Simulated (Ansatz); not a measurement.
## Deforming Na

```yaml
crystal:
  lattice:
    - [3.76700, 0.00000, 0.00000]
    - [-1.88350, 3.26232, 0.00000]
    - [0.00000, 0.00000, 6.15400]
  atoms:
    - { symbol: Na, position: [0.33333, 0.66667, 0.25000] }
    - { symbol: Na, position: [0.66667, 0.33333, 0.75000] }
```

Atoms are numbered in the order listed.

The conventional cell has a = 3.767 Å, b = 3.767 Å, c = 6.154 Å, α = 90.00°, β = 90.00°, γ = 120.00°. Na (atom 1) has 12 Na at 3.77 Å as nearest neighbours.

The cell is a measured one (Crystallography Open Database entry 9011000); the temperature and pressure of the measurement aren't taken into account, and nothing was relaxed.

Theory: DFT, PBEsol, all-electron LAPW, scalar-relativistic in Ansatz 0.2.0.

Numerical set-up: a Γ-centred 13×13×7 k mesh, Fermi–Dirac smearing of 0.05 eV, basis error target 0.25 meV/atom, no spin polarisation.

The unchanged cell is at -0.28 GPa.

In a metal, stresses and small energies carry noise from the k mesh.

x, y and z are the Cartesian axes of the cell as listed; fractional coordinates follow a strain, and an engineering shear is twice the off-diagonal strain component.

**Question.** One change gave: energy change under 1 meV/atom; stress change (xx, yy, zz, yz, xz, xy) 0.01, 0.01, 0.00, 0.07, 0.07, 0.07 GPa, compression positive. Which change was it?
A. equal xy, yz and zx engineering shear strains of -1 %
B. equal xy, yz and zx engineering shear strains of +3 %
C. equal xy, yz and zx engineering shear strains of +1 %
D. equal xy, yz and zx engineering shear strains of -2 %
E. equal xy, yz and zx engineering shear strains of -3 %
F. equal xy, yz and zx engineering shear strains of +2 %

**Answer.** D. For equal xy, yz and zx engineering shear strains of -3 %: energy change +1 meV/atom; stress change (xx, yy, zz, yz, xz, xy) 0.02, 0.02, -0.01, 0.10, 0.09, 0.09 GPa, compression positive; change of the force on Na1 (0.012, 0.000, 0.002) eV/Å. For equal xy, yz and zx engineering shear strains of -1 %: energy change under 1 meV/atom; stress change (xx, yy, zz, yz, xz, xy) 0.00, 0.00, 0.00, 0.04, 0.04, 0.04 GPa, compression positive. For equal xy, yz and zx engineering shear strains of +2 %: energy change under 1 meV/atom; stress change (xx, yy, zz, yz, xz, xy) 0.01, 0.01, 0.00, -0.08, -0.08, -0.07 GPa, compression positive. For equal xy, yz and zx engineering shear strains of +1 %: energy change under 1 meV/atom; stress change (xx, yy, zz, yz, xz, xy) 0.00, 0.00, 0.00, -0.04, -0.04, -0.04 GPa, compression positive. For equal xy, yz and zx engineering shear strains of +3 %: energy change +1 meV/atom; stress change (xx, yy, zz, yz, xz, xy) 0.01, 0.02, 0.00, -0.10, -0.11, -0.10 GPa, compression positive.
